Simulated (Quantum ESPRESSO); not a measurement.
# Al3MgIn3GeP6As2: a curve over strain

A calculation, not a measurement. The program is pw.x of Quantum ESPRESSO 7.5 (plane-wave density functional theory). The cell is made up: 16 atoms on a doubled zincblende/diamond lattice, with randomly drawn elements, strain and displacements, not relaxed. PseudoDojo standard norm-conserving files (v0.5 for PBE, v0.4.1 for LDA and PBEsol) set the functional; there is no spin polarisation, spin-orbit coupling or dispersion term, and the masses in the input are unused placeholders.

Seven runs add a strain to one cell (shear xy, as the tensor component); the atoms follow the cell and are not relaxed. Stress in the table is positive in tension.

Input of the run at -0.0047:

```
&control calculation='scf', pseudo_dir='./dojo.nc.sr.pbe.v0_5.standard.upf', outdir='./o', disk_io='low', tprnfor=.true., tstress=.true. /
&system ibrav=0, nat=16, ntyp=6, nbnd=72, ecutwfc=84.00895049, nosym=.true., tot_charge=0,
 occupations='smearing', smearing='fd', degauss=0.0018374661
/
&electrons conv_thr=7.350e-09, electron_maxstep=60, /
ATOMIC_SPECIES
Al 1.0 Al.upf
As 1.0 As.upf
Ge 1.0 Ge.upf
In 1.0 In.upf
Mg 1.0 Mg.upf
P 1.0 P.upf
CELL_PARAMETERS angstrom
5.7374 -0.0167 -0.0576
-0.0163 5.6669 0.0042
-0.1153 0.0089 11.588
ATOMIC_POSITIONS angstrom
Al -0.0104 -0.1044 0.0749
Mg 0.0581 2.8628 2.9364
In 2.8875 0.0312 2.992
Al 2.8969 2.7337 0.0232
In -0.1899 0.0799 5.6774
Ge -0.2968 2.8821 8.6805
In 2.7505 0.1488 8.6699
Al 2.9141 2.7449 5.7265
P 1.3576 1.5067 1.4369
P 1.3791 4.165 4.3119
P 4.2338 1.3802 4.4011
As 4.2661 4.2508 1.505
P 1.4032 1.5139 7.3192
As 1.2927 4.2262 10.027
P 4.2168 1.533 10.0468
P 4.3184 4.2339 7.2228
K_POINTS automatic
4 4 2 1 1 1
```

```
added strain  free energy less that of the input shown (eV)  stress xx (GPa)  stress yy (GPa)  stress zz (GPa)  stress xy (GPa)  pressure (GPa)  iterations
     -0.0213                                         0.0644            -2.92            -3.86            -2.74            -2.00            3.17          13
     -0.0174                                         0.0323            -2.87            -3.82            -2.71            -1.43            3.13          13
     -0.0092                                        -0.0016            -2.80            -3.76            -2.68            -0.23            3.08          13
     -0.0047                                         0.0000            -2.78            -3.74            -2.68             0.43            3.07          13
     +0.0062                                         0.0633            -2.82            -3.79            -2.74             2.03            3.12          13
     +0.0137                                         0.1554            -2.91            -3.89            -2.82             3.12            3.21          13
     +0.0157                                         0.1866            -2.94            -3.92            -2.85             3.42            3.24          13
```

A cubic fit gives a slope of stress xy against the added strain of 146 GPa at zero added strain, with the atoms clamped. Across the table the free energy follows the integral of the stress to within 0.5 meV. A rerun of one of the cells at 1437 eV and a 6 x 6 x 4 mesh moved values by no more than 0.015 eV in energy, 0.02 GPa in stress and 0.004 eV/Å in force.